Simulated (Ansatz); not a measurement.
**Calculated ⁷³Ge NMR of the central transition for Li2V2SiGeO10**

Cell: a Materials Project structure (computed, not necessarily an observed phase), atoms as given.

```cif
data_Li2V2SiGeO10
_symmetry_space_group_name_H-M 'C222'
_symmetry_Int_Tables_number 21
_cell_length_a 9.0285
_cell_length_b 9.1086
_cell_length_c 4.6668
_cell_angle_alpha 90.000
_cell_angle_beta 90.000
_cell_angle_gamma 90.000
loop_
_atom_site_label
_atom_site_type_symbol
_atom_site_symmetry_multiplicity
_atom_site_Wyckoff_symbol
_atom_site_fract_x
_atom_site_fract_y
_atom_site_fract_z
Li Li 4 g 0.5000 0.2601 0.0000
V V 4 k 0.2500 0.7500 0.6089
Si Si 2 d 0.0000 0.0000 0.5000
Ge Ge 2 c 0.5000 0.0000 0.5000
O7 O 8 l 0.3980 0.3931 0.2943
O9 O 4 k 0.2500 0.7500 0.2590
O12 O 8 l 0.3940 0.8869 0.7295
```

One atom of each set is listed; the run and its k-mesh use a cell of 16 atoms with edges of 6.41, 6.41, 4.67 Å.

Computed with Ansatz: DFT, PBE, plane waves and PAW (field gradients read without the response of the frozen cores, which leaves them typically 4 to 6 % off), scalar-relativistic, 420 eV cutoff, Γ-centred 4×4×5 k-points, Fermi–Dirac smearing 0.02 eV.

⁷³Ge has I = 9/2 and Q = -196.0 mb (Pyykkö 2018); at 23.5 T its Larmor frequency is ν₀ = 35.0 MHz. Only the quadrupole interaction is simulated: positions count from each site's isotropic chemical shift, and J coupling is left out, as are shift anisotropy and dipolar coupling, which fast spinning averages.

Question: Simulate the second-order pattern (fast magic-angle spinning, Gaussian broadening 0.3 kHz) of site Ge (4 O at 1.77 Å).

Answer: The calculation gives C_Q = 10.6 MHz and η = 0.35, so ν_Q = 0.443 MHz and the centre of gravity lies at -133 ppm (-4.67 kHz).

offset (kHz), height and a bar:
```
   -12.01          0 
   -11.71          0 
   -11.40          5 #
   -11.09          8 ##
   -10.78          8 ##
   -10.47          8 ###
   -10.16          9 ###
    -9.85          9 ###
    -9.54          9 ###
    -9.23          9 ###
    -8.93         10 ###
    -8.62         12 ####
    -8.31         28 ########
    -8.00         37 ###########
    -7.69         40 ############
    -7.38         44 #############
    -7.07         50 ###############
    -6.76         63 ###################
    -6.46         99 ##############################
    -6.15         89 ###########################
    -5.84         72 ######################
    -5.53         66 ####################
    -5.22         63 ###################
    -4.91         62 ###################
    -4.60         62 ###################
    -4.29         63 ###################
    -3.98         66 ####################
    -3.68         70 #####################
    -3.37         79 ########################
    -3.06        100 ##############################
    -2.75         95 ############################
    -2.44         75 ######################
    -2.13         65 ####################
    -1.82         59 ##################
    -1.51         55 ################
    -1.21         51 ###############
    -0.90         45 ##############
    -0.59         15 ####
    -0.28          0 
     0.03          0
```

The largest force is 1.2 eV/Å, so the atoms aren't at the calculated equilibrium and relaxing them would move these values.

The run took 54 s of wall time (54 s of CPU time) and 0.53 GiB at its peak, on 1 thread of Arm Neoverse V1 (aarch64; 8 cores open to the job, memory cap 2.5 GiB, no GPU), a shared host with a load of 0.8 a core.
